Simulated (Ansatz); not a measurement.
Here is the system:

Al12W:
```
CELL_PARAMETERS angstrom
     -3.76909     3.76909     3.76909
      3.76909    -3.76909     3.76909
      3.76909     3.76909    -3.76909
ATOMIC_POSITIONS crystal
  Al 0.30872 0.18569 0.49441
  Al 0.69128 0.81431 0.50559
  Al 0.69128 0.18569 0.87697
  Al 0.30872 0.81431 0.12303
  Al 0.49441 0.30872 0.18569
  Al 0.50559 0.69128 0.81431
  Al 0.87697 0.69128 0.18569
  Al 0.12303 0.30872 0.81431
  Al 0.18569 0.49441 0.30872
  Al 0.81431 0.50559 0.69128
  Al 0.18569 0.87697 0.69128
  Al 0.81431 0.12303 0.30872
  W  0.00000 0.00000 0.00000
```

This is the PBEsol-relaxed structure.

Task: All from PBEsol (plane waves, PAW; program Ansatz), unless another level is named. Estimate the density of states at the Fermi level.

Result: 0.28 states/eV per atom (mean over ±0.08 eV).

Task: Predict the formation energy from the elements (no fitted shifts).

Result: -0.067 eV/atom.

Space group Im-3. The first step of the workflow began from a Materials Project structure, measured or hypothetical; the Crystallography Open Database copy checked does not list it. Whether it is the stable phase at ambient conditions was not checked. The PBEsol relaxation kept the symmetry of its start; its stability against distortions is not shown here. The run is not spin-polarised. The references are the lowest solids computed at this level, not always the standard phases. Spin–orbit coupling is left out wherever it is not named.

Potentials: the later of the program's two PAW sets.
